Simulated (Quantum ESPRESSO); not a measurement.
```cif
data_H8Ba2Mg2
_chemical_formula_sum 'H8 Mg2 Ba2'
_space_group_name_H-M_alt 'P 1'
_space_group_IT_number 1
_cell_length_a 7.18482
_cell_length_b 7.18482
_cell_length_c 5.68795
_cell_angle_alpha 90.000
_cell_angle_beta 90.000
_cell_angle_gamma 146.084
loop_
_space_group_symop_operation_xyz
  'x, y, z'
loop_
_atom_site_label
_atom_site_type_symbol
_atom_site_fract_x
_atom_site_fract_y
_atom_site_fract_z
_atom_site_occupancy
H1 H 0.81128 0.18872 0.99085 1
H2 H 0.18872 0.81128 0.00915 1
H3 H 0.18872 0.81128 0.49085 1
H4 H 0.81128 0.18872 0.50915 1
H5 H 0.41602 0.58398 0.75000 1
H6 H 0.58398 0.41602 0.25000 1
H7 H 0.00000 0.00000 0.00000 1
H8 H 0.00000 0.00000 0.50000 1
Mg1 Mg 0.90405 0.09595 0.75000 1
Mg2 Mg 0.09595 0.90405 0.25000 1
Ba1 Ba 0.63721 0.36279 0.75000 1
Ba2 Ba 0.36279 0.63721 0.25000 1
```

The geometry is that of Materials Project entry mp-643718, symmetrised and not relaxed again.

Task: What does PBEsol (Quantum ESPRESSO, PseudoDojo norm-conserving, 84 Ry, no spin-orbit coupling) give for the electronic structure near the Fermi level?

Result: The PBEsol gap is indirect, 2.14 eV, from Y to 50 % of the way from Y to X1; the smallest direct gap is 2.47 eV. 

The structure is a Materials Project entry; no match was found in the copy of COD used, and its stability was not checked.

Letters of k points follow the standard setting of the lattice, whose axes may be ordered differently from the printed cell.
